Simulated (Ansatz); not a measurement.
TiSi$_{2}$ in space group Fddd (No. 70; Ti on 8b, Si on 16f) under volume change, the program Ansatz at the LDA level (PAW), shape and atoms relaxed at each volume.

```csv
V (Å³/atom),E − E(relaxed) (meV/atom),P (GPa)
12.283,63.4,18.18
12.688,(withheld),(withheld)
13.093,6.3,5.12
13.498,0.0,0.00
13.903,5.7,-4.37
14.308,(withheld),(withheld)
14.713,46.0,-11.23
```

Task: What belongs in the gaps?

Result: 
- 14.308, E − E(relaxed) (meV/atom): 21.5
- 14.308, P (GPa): -8.08
- 12.688, E − E(relaxed) (meV/atom): 26.6
- 12.688, P (GPa): 11.13

Task: What does a third-order Birch–Murnaghan fit give for V₀, B₀ and B′?

Result: V₀ = 13.50 Å³/atom, B₀ = 157 GPa, B′ = 4.3.

The cell was relaxed with LDA under the symmetry of its start. The run is not spin-polarised.

Potentials: the earlier of the program's two PAW sets.
